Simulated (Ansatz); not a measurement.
Te2Ru in space group Pnnm (No. 58; Te on 4g, Ru on 2a) under volume change, r²SCAN (plane waves, PAW; program Ansatz), shape and atoms relaxed at each volume.

| V (Å³/atom) | E − E(relaxed) (meV/atom) | P (GPa) |
|---|---|---|
| 21.046 | 80.7 | 13.64 |
| 21.740 | 33.6 | 8.26 |
| 22.434 | 7.9 | 3.76 |
| 23.128 | 0.0 | 0.00 |
| 23.822 | 7.0 | -3.14 |
| 24.515 | 26.5 | -5.76 |
| 25.209 | 56.3 | -7.95 |

Q: What does a third-order Birch–Murnaghan fit give for V₀, B₀ and B′?

A: V₀ = 23.13 Å³/atom, B₀ = 114 GPa, B′ = 5.0.

The workflow started from a Materials Project entry (that database holds measured and hypothetical structures alike); the Crystallography Open Database files this formula in space group No. 58, but the cells were not matched. Whether it is the stable phase at ambient conditions was not checked. The r²SCAN relaxation kept the symmetry of its start; its stability against distortions is not shown here. No spin polarisation was allowed. Scalar-relativistic: spin–orbit coupling is off unless named, which matters more the heavier the elements.

Potentials: the later of the program's two PAW sets.
